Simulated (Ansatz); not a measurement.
# Lattice vibrations of PtF2 at Γ

Level of theory: Ansatz, DFT PBE, scalar-relativistic, plane waves, PAW. Settings: 420 eV plane-wave cutoff, Γ-centred 12×12×16 mesh, Fermi-Dirac smearing of 0.15 eV. No spin polarisation. Phonons by linear response, acoustic sum rule imposed.

Relaxed structure:
```
CELL_PARAMETERS angstrom
4.09815 0.00000 0.00000
0.00000 4.09815 0.00000
0.00000 0.00000 2.79214
ATOMIC_POSITIONS crystal
Pt 0.00000 0.00000 0.00000
F 0.50000 0.00000 0.00000
F 0.00000 0.50000 0.00000
```

The structure comes from a generated guess, relaxed at this level; another structure or a mixture of phases may lie lower. In a metal, frequencies depend on the k mesh and the smearing, soft modes most. Spin–orbit coupling is left out, which matters for heavy elements.

**Question.** Is this structure stable against zone-centre distortions?

**Answer.** No: 1 of the 6 optical modes are imaginary.

**Question.** List the optical modes at Γ (i marks imaginary ones).

**Answer.**
```csv
frequency (meV),degeneracy
4.9i,1
3.0,2
3.5,1
62.1,2
```
